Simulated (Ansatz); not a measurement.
MnWCl$_{6}$ (Fm-3m) at 2 levels of theory

One geometry, relaxed with PBE; plane waves with PAW potentials in Ansatz, scalar-relativistic. Collinear spin, ending at 3.0 μB a primitive cell. Gaps are the least over mesh and band path; pressure is positive in compression.

```xyz
8
Lattice="0.0000 4.8797 4.8797 4.8797 0.0000 4.8797 4.8797 4.8797 0.0000" Properties=species:S:1:pos:R:3 pbc="T T T"
Mn    0.0000    0.0000    0.0000
W     4.8797    4.8797    4.8797
Cl    2.5038    4.8797    4.8797
Cl    7.2555    4.8797    4.8797
Cl    4.8797    2.5038    4.8797
Cl    4.8797    7.2555    4.8797
Cl    4.8797    4.8797    2.5038
Cl    4.8797    4.8797    7.2555
```

```tsv
level	cutoff (eV)	k mesh	gap (eV)	pressure (GPa)	largest moment (μB)
PBE	420	8×8×8	0	0.0	4.22
```

**Question.** What comes out on the same cell with PBEsol?

**Answer.**
```json
{"level": "PBEsol", "cutoff (eV)": "420", "k mesh": "8×8×8", "gap (eV)": "0", "pressure (GPa)": "-2.2", "largest moment (μB)": "4.19"}
```

Spin-orbit coupling matters for the bands of heavy elements and is left out.

The structure comes from a generated guess; another structure or a mixture of phases may lie lower.
